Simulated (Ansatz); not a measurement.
**SiAs₂O₄, a known structure type with other elements, at an estimated volume**

```
CELL_PARAMETERS angstrom
5.62193 0.00000 0.00000
0.00000 9.90835 0.00000
0.00000 0.00000 3.15606
ATOMIC_POSITIONS crystal
As 0.06220 0.32220 0.50000
As 0.93780 0.67780 0.50000
As 0.56220 0.17780 0.50000
As 0.43780 0.82220 0.50000
Si 0.00000 0.00000 0.00000
Si 0.50000 0.50000 0.00000
O 0.22950 0.04330 0.50000
O 0.77050 0.95670 0.50000
O 0.72950 0.45670 0.50000
O 0.27050 0.54330 0.50000
O 0.37220 0.31410 0.00000
O 0.62780 0.68590 0.00000
O 0.87220 0.18590 0.00000
O 0.12780 0.81410 0.00000
```

Level: r2SCAN, no spin polarisation; 500 eV; 6×4×10 Γ-centred mesh; fermi-dirac occupations (width 0.1 eV); Ansatz 0.2.0, fixed geometry.

- Forces: The largest is on O7 (and as large on other atoms): 2.53 eV/Å, components (-2.41, -0.78, 0.00). It makes 49° with the line to a nearest neighbour, Si5 at 2.08 Å.
- Charges: Bader charges in e: Si +2.82, As +1.16, O -1.34 to -1.23. In the mean Si gives up most and O takes most.
- Electronic structure: It is a metal, with about 6 states/eV a cell as the mean within 0.25 eV of the Fermi level, mostly As p (63 %) and O p (21 %).
- Stress: The pressure is -18.2 GPa (compression positive), so with the atoms held at these fractions the cell would first shrink; the forces are large, so a full relaxation may end otherwise. The principal stresses -26.7, -18.1, -9.9 GPa differ, so its shape would change too.

Origin: a known structure type with other elements, at an estimated volume, so it need not be a known compound. Caveats: many states at the Fermi level without spin polarisation, so a magnetic state may lie lower; atoms or cell far from equilibrium.
